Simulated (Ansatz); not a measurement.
The calculation used Ansatz, DFT PBE, scalar-relativistic, plane waves, PAW. All cells share a 420 eV cutoff and Γ-centred k meshes spaced at most about 0.3 Å⁻¹ (about 0.25 or finer for metals, 2π included). No spin polarisation in the final relaxations.

All energies are static (0 K, no zero-point motion).

Two forms of KI2 were relaxed alike.

A. Space group P-3m1 (No. 164), trigonal, a = 5.568 Å, c = 5.302 Å. Around K lie 6 I at 3.53 Å; I has 3 K at 3.53 Å, 3 I at 4.01 Å and 3 I at 4.34 Å.

B. Space group Fm-3m (No. 225), cubic, a = 8.298 Å. K is surrounded by 8 I at 3.59 Å; around I lie 4 K at 3.59 Å and 6 I at 4.15 Å.

Question: Which is lower in energy, and by how much?

Answer: B is lower, by 45 meV/atom. A has space group P-3m1 (No. 164), 47.5 Å³/atom and no gap on its mesh; B has the fluorite type, space group Fm-3m (No. 225), 47.6 Å³/atom and no gap. Counting I atoms around K (those within 1.25 times the shortest such distance or 1.15 times the sum of covalent radii), A has K 6 and B has K 8. Both come from invented guesses. A third cell relaxed alike, in P4/mmm, lies 209 meV/atom below the lower of the two.

No dispersion correction is applied, so the spacing and binding between layers, chains or molecules are poorly described (P-3m1), and this can change margins and order among such cells. Spin–orbit coupling, which can matter for I, is left out. In P-3m1, Fm-3m an odd number of electrons in the primitive cell allows no gap without spin; a larger cell or a magnetic state could open one. A magnetic state wasn't ruled out in cells without spin, among them P-3m1, Fm-3m. Cells relaxed within their symmetry can be saddle points.
